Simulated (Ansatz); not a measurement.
Computed properties of MgV2O6

MgV$_{2}$O$_{6}$:
```
MgV2O6
1.0
    4.66444     1.71899     0.00000
   -4.66444     1.71899     0.00000
   -2.49794     0.00000     6.30849
Mg V O
1 2 6
Cartesian
 -1.24897   0.00000   3.15424
 -3.24297   1.71899   1.00683
  0.74503   1.71899   5.30165
  1.62684   1.71899   0.40066
 -4.12478   1.71899   5.90783
  2.34419   1.71899   4.87826
 -4.84213   1.71899   1.43023
 -2.37270   1.71899   2.43087
 -0.12524   1.71899   3.87761
```

Space group C2/m (No. 12); conventional cell a = 9.3289 Å, b = 3.4380 Å, c = 6.7850 Å, α = 90.00°, β = 111.60°, γ = 90.00°.

Method: DFT-r²SCAN in the program Ansatz with PAW potentials. Structure relaxed to zero pressure with the same functional. Other levels are named where they apply.

Cell and energy:

Volume per atom: 11.24 Å³
Density: 3.65 g/cm³
Formation energy from the elements (no fitted shifts): -2.64 eV/atom

Electronic structure:

Band gap: 3.00 eV (indirect)
Valence-band maximum: off the standard path, at k = (-0.057, 0.411, -0.339) in fractions of the reciprocal vectors
Conduction-band minimum: off the standard path, at k = (-0.104, -0.500, -0.422) in fractions of the reciprocal vectors
Smallest direct gap on the standard path: 3.04 eV
Electron effective mass: 1.1, 2.5, 11 mₑ (principal values)
Hole effective mass: 1.1, 1.8, 8.9 mₑ (principal values)
HSE06 gap on the r²SCAN cell: 4.16 eV

Charges:

* **Bader charges**: Mg +1.78, V +2.32, O -1.10 to -1.02 e

The workflow started from a Materials Project entry (that database holds measured and hypothetical structures alike); the Crystallography Open Database files this formula in space group No. 12, but the cells were not matched. Whether it is the stable phase at ambient conditions was not checked. Symmetry was held in the r²SCAN relaxation; whether a distortion lowers the energy is not shown. The run is not spin-polarised. No Hubbard U is applied. The references are the lowest solids computed at this level, not always the standard phases (solids in place of the gases).

Potentials: the later of the program's two PAW sets.
